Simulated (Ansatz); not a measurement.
# Calculated with Ansatz: YTiGe, relaxation

input.yaml:

```yaml
crystal:
  lattice:
    - [0.0, 4.038167, 0.0]
    - [4.038167, 0.0, 0.0]
    - [2.019084, 2.019084, -7.608589]
  atoms:
    - { symbol: Ge, position: [0.136, 0.136, 0.728] }
    - { symbol: Ge, position: [0.864, 0.864, 0.272] }
    - { symbol: Ti, position: [0.5, 0.0, 0.0] }
    - { symbol: Ti, position: [0.0, 0.5, 0.0] }
    - { symbol: "Y", position: [0.333, 0.333, 0.334] }
    - { symbol: "Y", position: [0.667, 0.667, 0.666] }
  symmetry: { tolerance: 0.0003 }
kpoints:
  mp_grid: { grid: [6, 6, 6], shift: [0, 0, 0] }
magnetization:
  spin_polarized: false
scf:
  occupations: { method: gaussian, width: 0.0406 }
  lower_state_search: "off"
hamiltonian:
  pseudopotentials: { kind: paw }
  xc: pbesol
basis:
  ecutwfc: 420
  fft_grid_basis: typed
relax:
  max_steps: 80
  cell: { p_target: 5.0 }
output:
  forces: true
  stress: true
  eigenvalues: true
  bader: true
  populations: true
  elf: true
  write_potential: true
  volumetric_format: npy
  dos:
    e_range: [-12, 8]
    de: 0.05
    projected: { site_lists: { Ge: [Ge], Ti: [Ti], "Y": ["Y"] } }
  write_density: true
checkpoint:
  read: saved_state
```

The command:

```bash
ansatz run input.yaml --threads 2 --pin off --max-ram 3584MiB --backend cpu --events-out ev --progress --plain --runs-dir out
```

Origin of the cell: a database entry, scaled a little.

The saved state is a converged single point of the same cell.

Steps («new basis» is an SCF on plane waves selected anew at the same cell):

```
step  ΔH (meV/atom)  max force component (eV/Å)  P (GPa)  volume (Å³)  SCF iterations   step was
   1            0.0                       1.238    -1.43       124.07               7   accepted
   2          -78.4                       0.112     8.35       112.97               8   accepted
   3          -84.7                       0.110     3.74       117.15               7   accepted
   4          -85.7                       0.006     4.84       116.15               6   accepted
   5          -85.7                       0.004     4.94       116.03               6   accepted
   6          -85.7                       0.001     5.00       115.92               6   accepted
   7          -85.6                       0.000     5.01       115.92               6  new basis
```

Step 1, with forces in eV/Å:

```xyz
6
Lattice="0.000 4.038 0.000 4.038 0.000 0.000 2.019 2.019 -7.609" Properties=species:S:1:pos:R:3:forces:R:3 pbc="T T T" step=1
Ge    2.019    2.019   -5.539    0.000    0.000   -1.238
Ge    4.038    4.038   -2.070    0.000    0.000    1.238
Ti    0.000    2.019    0.000    0.000    0.000    0.000
Ti    2.019    0.000    0.000    0.000    0.000    0.000
Y     2.019    2.019   -2.541    0.000    0.000   -0.563
Y     4.038    4.038   -5.067    0.000    0.000    0.563
```

Step 2, with forces in eV/Å:

```xyz
6
Lattice="0.000 3.909 0.000 3.909 0.000 0.000 1.955 1.955 -7.392" Properties=species:S:1:pos:R:3:forces:R:3 pbc="T T T" step=2
Ge    1.955    1.955   -5.572    0.000    0.000    0.112
Ge    3.909    3.909   -1.820    0.000    0.000   -0.112
Ti    0.000    1.955    0.000    0.000    0.000    0.000
Ti    1.955    0.000    0.000    0.000    0.000    0.000
Y     1.955    1.955   -2.606    0.000    0.000    0.081
Y     3.909    3.909   -4.786    0.000    0.000   -0.081
```

Step 3, with forces in eV/Å:

```xyz
6
Lattice="0.000 3.929 0.000 3.929 0.000 0.000 1.965 1.965 -7.587" Properties=species:S:1:pos:R:3:forces:R:3 pbc="T T T" step=3
Ge    1.965    1.965   -5.722    0.000    0.000    0.008
Ge    3.929    3.929   -1.865    0.000    0.000   -0.008
Ti    0.000    1.965    0.000    0.000    0.000    0.000
Ti    1.965    0.000    0.000    0.000    0.000    0.000
Y     1.965    1.965   -2.671    0.000    0.000    0.110
Y     3.929    3.929   -4.916    0.000    0.000   -0.110
```

Step 4, with forces in eV/Å:

```xyz
6
Lattice="0.000 3.922 0.000 3.922 0.000 0.000 1.961 1.961 -7.549" Properties=species:S:1:pos:R:3:forces:R:3 pbc="T T T" step=4
Ge    1.961    1.961   -5.688    0.000    0.000    0.006
Ge    3.922    3.922   -1.861    0.000    0.000   -0.006
Ti    0.000    1.961    0.000    0.000    0.000    0.000
Ti    1.961    0.000    0.000    0.000    0.000    0.000
Y     1.961    1.961   -2.645    0.000    0.000    0.000
Y     3.922    3.922   -4.904    0.000    0.000    0.000
```

Step 7, with forces in eV/Å:

```xyz
6
Lattice="0.000 3.915 0.000 3.915 0.000 0.000 1.958 1.958 -7.562" Properties=species:S:1:pos:R:3:forces:R:3 pbc="T T T" step=7
Ge    1.958    1.958   -5.698    0.000    0.000    0.000
Ge    3.915    3.915   -1.865    0.000    0.000    0.000
Ti    0.000    1.958    0.000    0.000    0.000    0.000
Ti    1.958    0.000    0.000    0.000    0.000    0.000
Y     1.958    1.958   -2.652    0.000    0.000    0.000
Y     3.915    3.915   -4.911    0.000    0.000    0.000
```

- Enthalpy lowered by: 85.6 meV/atom
- Volume change: -6.57 %
- Final pressure: 5.01 GPa
- Relaxation steps listed: 7

Caveats: no moments, though an odd count or open d shells may carry them; the relaxation held the start's symmetry, so the end may be a saddle point.

Time: 110 s on 2 threads of Arm Neoverse N1 (shared host), peak memory 0.58 GiB, from a saved density.
